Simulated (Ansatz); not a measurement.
**Lattice vibrations of TiRh$_{3}$ at Γ at 15 GPa**

These are results of DFT LDA, scalar-relativistic, plane waves, PAW (Ansatz), not measurements. Cutoff 420 eV, 12×12×12 k-points (Γ-centred), Fermi-Dirac smearing of 0.15 eV. No spin polarisation. Phonons by linear response, acoustic sum rule imposed.

The cell, relaxed at 15 GPa:
```yaml
crystal:
  lattice:
    - [3.71247, 0.00000, 0.00000]
    - [0.00000, 3.71247, 0.00000]
    - [0.00000, 0.00000, 3.71247]
  atoms:
    - { symbol: Ti, position: [0.00000, 0.00000, 0.00000] }
    - { symbol: Rh, position: [0.00000, 0.50000, 0.50000] }
    - { symbol: Rh, position: [0.50000, 0.00000, 0.50000] }
    - { symbol: Rh, position: [0.50000, 0.50000, 0.00000] }
```

In a metal, frequencies and elastic constants depend on the k mesh and the smearing, soft modes and shear constants most. Other phases may be more stable at this pressure.

Question: Is this structure stable against zone-centre distortions?

Answer: Yes, at Γ: no optical mode is imaginary. Strains and other wave vectors aren't tested by this run.

Question: List the optical modes at Γ (i marks imaginary ones).

Answer:
```tsv
frequency (meV)	degeneracy
23.9	3
26.2	3
32.5	3
```

Cost: 1 run of about 4.5 core-minutes, on Arm Neoverse V2 (shared hosts).